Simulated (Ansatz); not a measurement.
## BaSrYNbO₆, one structure, two calculations

Cell: a computed structure from the Materials Project (it need not be an observed phase), ions relaxed with PBE at fixed cell.

```xyz
20
Lattice="5.9783 0.0000 0.0000 -0.0238 5.9835 0.0000 -0.0304 -0.0359 8.4575" Properties=species:S:1:pos:R:3 pbc="T T T"
Ba    5.9032    5.8691    6.3449
Ba    0.0209    0.0785    2.1127
Sr    2.9604    2.8260    6.3356
Sr    2.9637    3.1216    2.1219
Y     2.9891    0.0000    0.0000
Y    -0.0271    2.9738    4.2288
Nb   -0.0119    2.9917    0.0000
Nb    2.9740   -0.0179    4.2288
O     1.2360    4.5534    0.1923
O     1.7656    1.5849    3.8927
O     4.6881    1.3942    8.2652
O     4.1585    4.3627    4.5648
O     1.5617    1.7561    0.3437
O     1.3821    4.7239    4.0741
O     4.3624    4.1915    8.1138
O     4.5420    1.2237    4.3835
O     2.6677    0.1890    6.2146
O     0.3624    2.9026    6.4726
O     3.2564    5.7587    2.2429
O     5.5617    3.0450    1.9849
```

Atoms are numbered from 1 in the order listed; like atoms form one site, named after its first atom.

First run. All values are calculated (Ansatz; DFT, PBE, plane waves and PAW, scalar-relativistic, 420 eV cutoff, Γ-centred 4×4×3 k-points, Fermi–Dirac smearing 0.02 eV), not measured.

```
site  atom  V_zz (10²¹ V/m²)     η
  Ba     1             -3.05  0.90
  Sr     3             -5.34  0.41
  Y5     5             -2.69  0.15
  Y6     6             -2.40  0.71
 Nb7     7             -2.40  0.32
 Nb8     8             -2.71  0.62
  O9     9              0.95  0.50
 O10    10             -0.55  0.25
 O13    13             -0.53  0.71
 O14    14              0.85  0.77
 O17    17              0.52  0.64
 O18    18             -0.54  0.51
```

Second run. The same atoms and settings, except that the functional is r2SCAN and the cutoff is 500 eV.

Question: Given the first result, estimate the second.

Answer: 

```json
{"site": "Ba", "atom": "1", "V_zz": "-3.26", "η": "0.89", "change of V_zz": "-0.21"}
{"site": "Sr", "atom": "3", "V_zz": "-5.56", "η": "0.42", "change of V_zz": "-0.22"}
{"site": "Y5", "atom": "5", "V_zz": "-2.69", "η": "0.13", "change of V_zz": "0.00"}
{"site": "Y6", "atom": "6", "V_zz": "-2.46", "η": "0.73", "change of V_zz": "-0.06"}
{"site": "Nb7", "atom": "7", "V_zz": "-2.46", "η": "0.34", "change of V_zz": "-0.06"}
{"site": "Nb8", "atom": "8", "V_zz": "-2.71", "η": "0.65", "change of V_zz": "0.00"}
{"site": "O9", "atom": "9", "V_zz": "0.91", "η": "0.35", "change of V_zz": "-0.04"}
{"site": "O10", "atom": "10", "V_zz": "-0.58", "η": "0.05", "change of V_zz": "-0.03"}
{"site": "O13", "atom": "13", "V_zz": "-0.55", "η": "0.64", "change of V_zz": "-0.02"}
{"site": "O14", "atom": "14", "V_zz": "0.81", "η": "0.68", "change of V_zz": "-0.04"}
{"site": "O17", "atom": "17", "V_zz": "0.53", "η": "0.81", "change of V_zz": "+0.01"}
{"site": "O18", "atom": "18", "V_zz": "-0.54", "η": "0.31", "change of V_zz": "0.00"}
```

The largest change of V_zz is on Sr, from -5.34 to -5.56. In per cent, |V_zz| changes by +7 on Ba, +4 on Sr, 0 to +3 on Y, 0 to +2 on Nb, -5 to +5 on O (all sites that start above 0.5). Where |V_zz| stays above 0.1, η moves most on O10, from 0.25 to 0.05.

Without spin–orbit coupling (the program notes it for Ba, Nb, Sr and Y) the gradients are little affected as a rule: paired runs on crystals with a gap mostly move them by under 2 % at such atoms.
For the second run: At this cell the principal stresses reach 5 GPa in size with r2SCAN, which can matter for small gradients.
